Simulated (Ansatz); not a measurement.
W (bcc type), DFT, PBEsol, all-electron LAPW, scalar-relativistic (Ansatz 0.2.0), on 1 thread of Arm Neoverse V2 (shared host).

Command: `ansatz run input.yaml --threads 1 --pin off --max-ram 3584MiB --backend cpu --events-out ev --progress --plain --runs-dir out`

```yaml
crystal:
  lattice:
    - [-1.4818910456, 1.4818910456, 1.4818910456]
    - [1.4818910456, -1.4818910456, 1.4818910456]
    - [1.4818910456, 1.4818910456, -1.4818910456]
  atoms:
    - { symbol: W, position: [0.0, 0.0, 0.0] }
kpoints:
  mp_grid: { grid: [18, 18, 18] }
scf:
  occupations: { method: fermi_dirac, width: 0.1 }
hamiltonian:
  xc: pbesol
  pseudopotentials: { kind: all_electron, lapw: { basis_error: 0.0005 } }
output:
  forces: true
  stress: true
  eigenvalues: true
relax:
  f_tol: 0.005
  max_steps: 12
  cell: { p_target: 88.0, stress_tol: 0.044 }
```

Q: How large is the problem that the program sets up?

A: 195 irreducible k-points, 225 plane waves at Γ, 27 bands.

Q: About how long does it take, and how much memory?

A: 79 s of wall time for 16 SCF iterations over 3 geometries, with a peak of 0.52 GiB. Times on shared machines scatter by tens of per cent.
